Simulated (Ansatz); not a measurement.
The slice is one period of a {100} plane through atoms; its size isn't given.

These are PBE (plane waves to 420 eV, PAW, scalar-relativistic; Ansatz, a program for electronic structure) values and carry that method's errors. Inside the PAW spheres the values are not all-electron values, and peaks at nuclei hang on which shells count as valence.

```
|@@@%#*+===---:::::::---===+*#%@@|
|@@%%#*+===---:::::::---===+*#%%@|
|%%%#*++==---:::::::::---==++*#%%|
|###*++===---:::::::::---===++*##|
|***++===---:::::.:::::---===++**|
|++++===---::::.....::::---===+++|
|======---::::.......::::---=====|
|=====----:::.........:::----====|
|===----::::...........::::----==|
|------::::.....   .....::::-----|
|-----::::....       ....::::----|
|---:::::....         ....:::::--|
|:::::::....           ....::::::|
|::::::.....           .....:::::|
|::::::....             ....:::::|
|:::::.....             .....::::|
|::::::....             ....:::::|
|::::::.....           .....:::::|
|:::::::....           ....::::::|
|---:::::....         ....:::::--|
|-----::::....       ....::::----|
|------::::.....   .....::::-----|
|===----::::...........::::----==|
|=====----:::.........:::----====|
|======---::::.......::::---=====|
|++++===---::::.....::::---===+++|
|***++===---:::::.:::::---===++**|
|###*++===---:::::::::---===++*##|
|%%%#*++==---:::::::::---==++*#%%|
|@@%%#*+===---:::::::---===+*#%%@|
|@@@%#*+===---:::::::---===+*#%@@|
|@@@%#*+===---:::::::---===+*#%@@|
```
Scale: ten equal steps from -1.80 (start of ' ') to 1.53 (end of '@'), in the order ' .:-=+*#%@'. Values: log₁₀ of the valence density in e/Å³. The map has 32 points along u (one character each, u = 0 at the left) and 32 along v (v = 0 in the bottom row). The scale is logarithmic, as a density can span decades between atoms and voids.

```
|xxxx5789999986433346899999875xxx|
|xxxx5789999976433346799999875xxx|
|xxx578899998754333457899998875xx|
|45578889999865322235689999888755|
|77788899998764322234678999988877|
|88888999987653221223567899998888|
|99999998876543211123456788999999|
|99999998765432111112345678999999|
|99999987654321100011234567899999|
|99999876543211000001123456789999|
|99988765432110000000112345678899|
|88776654321100000000011234566778|
|66655433211000000000001123345566|
|54443322110000000000000112233444|
|33332221100000000000000011222333|
|33332211100000000000000011122333|
|33332221100000000000000011222333|
|54443322110000000000000112233444|
|66655433211000000000001123345566|
|88776654321100000000011234566778|
|99988765432110000000112345678899|
|99999876543211000001123456789999|
|99999987654321100011234567899999|
|99999998765432111112345678999999|
|99999998876543211123456788999999|
|88888999987653221223567899998888|
|77788899998764322234678999988877|
|45578889999865322235689999888755|
|xxx578899998754333457899998875xx|
|xxxx5789999976433346799999875xxx|
|xxxx5789999986433346899999875xxx|
|xxxx4789999986533356899999874xxx|
```
Scale: ten equal steps from 0.01 (start of '0') to 0.73 (end of '9'), in the order '0123456789'. Values: electron localisation function (ELF). The map has 32 points along u (one character each, u = 0 at the left) and 32 along v (v = 0 in the bottom row). Points within 0.5 Å of a nucleus are blanked (x), as the pseudised field means little there.

Problem. Which relaxed crystal do these maps come from?
A. InSb (zinc blende)
B. BeS (zinc blende)
C. AlAs (zinc blende)
D. HgS (zinc blende)

Solution. C, AlAs (zinc blende). Atoms on the slice: As at (0.00, 0.00)

All were relaxed with their symmetry unable to fall. At this level the bands of HgS touch or barely overlap. At this level the bands of InSb touch or barely overlap; measurements give the solid a gap. Spin-orbit coupling is left out.
